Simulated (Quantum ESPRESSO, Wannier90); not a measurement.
CaIn (CsCl type), plane waves to Wannier functions

```xyz
2
Lattice="3.8434 0.0000 0.0000 0.0000 3.8434 0.0000 0.0000 0.0000 3.8434" Properties=species:S:1:pos:R:3 pbc="T T T"
Ca     0.0000     0.0000     0.0000
In     1.9217     1.9217     1.9217
```

Materials Project entry mp-20263; symmetrised, unrelaxed at this level. Not found in the COD (Crystallography Open Database) copy used; not checked further. Level: PBEsol, no spin polarisation, no spin-orbit coupling; pw.x of Quantum ESPRESSO at 56 Ry with PseudoDojo potentials, 8×8×8 k-points, Wannier90. Density: 12×12×12 mesh, cold smearing 0.01 Ry. Spin-orbit coupling is left out although heavy elements are present.

Energies are relative to the Fermi level.

**Bands.** No gap over 0.05 eV opens at the Fermi level at this level of theory. 3 filled groups are cut off by gaps; the highest, bands 5–9, spans -14.36 to -14.19 eV and is In 4d 100 %.

**Model.** 13 functions (Ca spd, In sp) from bands 10-31, frozen to 1.50 eV, reach Ω_I = 19.52 Å² and follow pw.x to 3.3 meV rms (states up to 1.0 eV relative to the Fermi level).

**Frozen window.** Edge, Ω_I and misfit go -1.5 eV, 18.57 Å², 268 meV; 0.5 eV, 19.19 Å², 36 meV; 1.5 eV, 19.52 Å², 3.3 meV; 3.5 eV, 20.00 Å², 2.0 meV. Ω_I never falls as the edge rises, since each frozen state takes freedom from the choice of the smoothest subspace. The edges under the compared range leave its upper states unfrozen, and their misfit is the largest.

**Outer window.** The setting "only the lowest 19 of the kept bands" raises Ω_I to 22.61 Å², as fewer states are left to mix in, and the misfit goes to 3.3 meV.

**Stops.** With the frozen window to 10.30 eV the program stops (More states in the frozen window than target WFs).
